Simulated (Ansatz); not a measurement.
**K2Pt: moving Pt off its site**

K2Pt, Fm-3m, a = 7.563 Å (as given, not relaxed at this level: -0.5 GPa). The structure is a Materials Project entry; whether it is the stable form wasn't checked. Ansatz: PBEsol, PAW, 420 eV, Γ-centred 6×6×6 mesh on 3 atoms, Gaussian smearing 0.05 eV; no spin polarisation.

```
K Pt
1.0
     0.00000    3.78146    3.78146
     3.78146    0.00000    3.78146
     3.78146    3.78146    0.00000
K Pt
2 1
Direct
  0.75000 0.75000 0.75000
  0.25000 0.25000 0.25000
  0.00000 0.00000 0.00000
```

Atom 3 (Pt) moves by x along the unit vector (1.000, 0.000, 0.000), with its periodic images; all else is held. y is the free energy of the cell over the start, F the force along the path summed over the moved atoms. Symmetry makes y even in x.

| x (Å) | y (meV) | F (eV/Å) |
| --- | --- | --- |
| -0.200 | ? | ? |
| -0.100 | 7.77 | 0.16 |
| 0.000 | 0.00 | 0.00 |
| 0.025 | 0.49 | -0.04 |
| 0.050 | 1.95 | -0.08 |
| 0.075 | 4.38 | -0.12 |
| 0.125 | 12.14 | -0.19 |
| 0.150 | 17.47 | -0.23 |
| 0.175 | 23.76 | -0.27 |

**Question.** Fit y = c2 x² + c4 x⁴ to the energies of the other rows, give the force constant, and predict energy and force of the missing row.

**Answer.** Least squares on the rows shown. y = 778.23 x² − 78.779 x⁴. The force constant is 2 c2 = 1.56 eV/Å² (for all images moving together, not for a lone atom). The force −dy/dx at the missing row is 0.31 eV/Å (computed 0.31). At x = -0.200 the fit asked for gives 31.00 meV. The run gave 31.00 meV, the same to the digits shown.

Spin–orbit coupling is left out, which can shift energies with elements as heavy as these.